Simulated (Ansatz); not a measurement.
TiS$_{2}$:
```
CELL_PARAMETERS angstrom
      3.36020     0.00000     0.00000
     -1.68010     2.91002     0.00000
      0.00000     0.00000     5.52038
ATOMIC_POSITIONS crystal
  S  0.33333 0.66667 0.25870
  S  0.66667 0.33333 0.74130
  Ti 0.00000 0.00000 0.00000
```

Relaxed with PBE+D3(BJ).

Decompose the optical modes at the zone centre into irreducible representations, and say which are infrared and Raman allowed.

Point group -3m: Γ_opt = A1g + A2u + Eg + Eu. Infrared: A2u, Eu. Raman: A1g, Eg.

Assign frequencies (DFPT, PBE+D3(BJ) (plane waves, PAW; program Ansatz)).

Eu 174, Eg 243, A1g 341, A2u 382 cm⁻¹.

Space group P-3m1 (CdI2 type). The cell was relaxed with PBE+D3(BJ) under the symmetry of its start; phonons on a q-mesh show no instability. No spin polarisation was allowed. As this level gives no gap, phonon frequencies hold no LO–TO term and depend on the k-mesh and smearing (Fermi–Dirac, 0.1 eV here).

Potentials: the later of the program's two PAW sets.
